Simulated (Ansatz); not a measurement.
Relaxation of a generated cell, TiTe2 placed in the AFLOW prototype A2B_tI12_140_h_a (C16, as in Al2Cu); 6 atoms in the cell, which starts as I4/mcm (No. 140), tI12; a = b = 7.4402 Å, c = 5.9866 Å, α = β = γ = 90.00°. The numbers are results of PBEsol (plane waves to 420 eV, PAW, scalar-relativistic; Ansatz, a program for electronic structure), not measurements. Γ-centred k-mesh 5×5×5 on the run's cell (coarser than for final values), Fermi–Dirac smearing 0.05 eV. This is the first round of the run. 

The optimiser's lines from the output (shortened; P is positive under compression):

```
relax step   1: F+E_penalty+E_count = -32555.07772682 eV  Δ(F+E_penalty+E_count) = +0.000e0 eV  max|allowed force component| = 2.775e-1 eV/Å  Δτ_max = 0.0000 Å  P = -11.516 GPa  Ω = 165.700 Å³  (8 SCF iters, dr2 threshold 1.00e-7 eV, accepted)
relax step   2: F+E_penalty+E_count = -32556.35898005 eV  Δ(F+E_penalty+E_count) = -1.281e0 eV  max|allowed force component| = 1.343e-1 eV/Å  Δτ_max = 0.0345 Å  P = -6.721 GPa  Ω = 146.329 Å³  (7 SCF iters, dr2 threshold 6.00e-7 eV, accepted)
relax step   3: F+E_penalty+E_count = -32556.81576053 eV  Δ(F+E_penalty+E_count) = -4.568e-1 eV  max|allowed force component| = 5.830e-2 eV/Å  Δτ_max = 0.0222 Å  P = +0.859 GPa  Ω = 131.479 Å³  (7 SCF iters, dr2 threshold 6.00e-7 eV, accepted)
relax step   4: F+E_penalty+E_count = -32556.87597281 eV  Δ(F+E_penalty+E_count) = -6.021e-2 eV  max|allowed force component| = 4.212e-2 eV/Å  Δτ_max = 0.0116 Å  P = +0.593 GPa  Ω = 132.022 Å³  (6 SCF iters, dr2 threshold 6.00e-7 eV, accepted)
relax step   5: F+E_penalty+E_count = -32556.87513324 eV  Δ(F+E_penalty+E_count) = +8.396e-4 eV  max|allowed force component| = 8.571e-2 eV/Å  Δτ_max = 0.0247 Å  P = -0.206 GPa  Ω = 133.581 Å³  (6 SCF iters, dr2 threshold 6.00e-7 eV, rejected (line search))
relax step   6: F+E_penalty+E_count = -32556.87887151 eV  Δ(F+E_penalty+E_count) = -2.899e-3 eV  max|allowed force component| = 5.343e-3 eV/Å  Δτ_max = 0.0074 Å  P = +0.036 GPa  Ω = 132.976 Å³  (9 SCF iters, accepted)
relax step   7: F+E_penalty+E_count = -32556.87901561 eV  Δ(F+E_penalty+E_count) = -1.441e-4 eV  max|allowed force component| = 1.591e-3 eV/Å  Δτ_max = 0.0016 Å  P = +0.016 GPa  Ω = 133.060 Å³  (6 SCF iters, dr2 threshold 4.75e-8 eV, accepted)
relax step   8: F+E_penalty+E_count = -32556.87527717 eV  Δ(F+E_penalty+E_count) = +3.738e-3 eV  max|allowed force component| = 1.597e-3 eV/Å  Δτ_max = 0.0000 Å  P = +0.007 GPa  Ω = 133.060 Å³  stress off target by 1.71e-2 GPa  SCF on the basis re-selected at this cell (its energy is not comparable with the rows above)  (7 SCF iters)
```

From the first to the last row the energy changes by -0.30 eV/atom and the volume by -19.7 %. The last row is marked as not comparable with the walk above it, whose basis was carried along; it does compare with step 1, since both stand on a basis selected at the nominal cutoff for their own cell.

Step 5 was rejected by the optimiser.

Later rounds, restarted from the end of this one on a renewed k-mesh, logged 5 more steps and released under 0.01 eV/atom more. The final structure after all rounds: I4/mcm (No. 140), tI12; a = 6.621 Å, b = 6.621 Å, c = 6.080 Å, α = 90.00°, β = 90.00°, γ = 90.00°. Between re-selections the logged energies stand on a plane-wave basis carried along with the cell. No spin polarisation in the result.

The run could not lose the symmetry of its start: the end is stationary, and may be a saddle point rather than a minimum.

The relaxed structure here is a generated cell of TiTe2: the first start was made by placing the elements on the sites of a structure type, and the end was not matched to a known phase here, so it may be hypothetical. Known forms of TiTe2 include space group No. 164.
